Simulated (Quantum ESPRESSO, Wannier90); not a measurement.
Au (fcc (Cu type)), plane waves to Wannier functions

```
CELL_PARAMETERS angstrom
      0.00000     2.08564     2.08564
      2.08564     0.00000     2.08564
      2.08564     2.08564     0.00000
ATOMIC_POSITIONS crystal
  Au 0.00000 0.00000 0.00000
```

Structure: Materials Project mp-81, symmetrised, not relaxed again. This is the element's usual structure. Method: PBEsol plane waves in Quantum ESPRESSO 7.5 (PseudoDojo norm-conserving files, 61 Ry, no spin polarisation, no spin-orbit coupling), Bloch states on a 12×12×12 mesh through Γ, Wannier90 4.0.1. Density: 18×18×18 mesh, cold smearing 0.01 Ry. Spin-orbit coupling is left out although heavy elements are present.

Energies are relative to the Fermi level.

**Bands.** No gap over 0.05 eV opens at the Fermi level at this level of theory. 2 filled groups are cut off by gaps; the highest, bands 2–4, spans -56.75 to -56.58 eV and is Au 5p 100 %.

**Model.** 9 functions (Au spd) from bands 5-21, frozen to 1.50 eV, reach Ω_I = 7.65 Å² and follow pw.x to 1.4 meV rms (states up to 1.0 eV relative to the Fermi level).

**Frozen window.** Edge, Ω_I and misfit go -0.5 eV, 7.58 Å², 21 meV; 1.5 eV, 7.65 Å², 1.4 meV; 3.5 eV, 7.71 Å², 1.3 meV. Ω_I never falls as the edge rises, since each frozen state takes freedom from the choice of the smoothest subspace. The edges under the compared range leave its upper states unfrozen, and their misfit is the largest.

**No window.** Without a frozen window Ω_I drops to 7.33 Å² while the misfit grows to 419 meV: a small spread is no proof of good bands.

**Outer window.** The setting "only the lowest 15 of the kept bands" raises Ω_I to 8.51 Å², as fewer states are left to mix in, and the misfit goes to 1.3 meV.

**Stops.** With the frozen window to 16.25 eV the program stops (More states in the frozen window than target WFs).
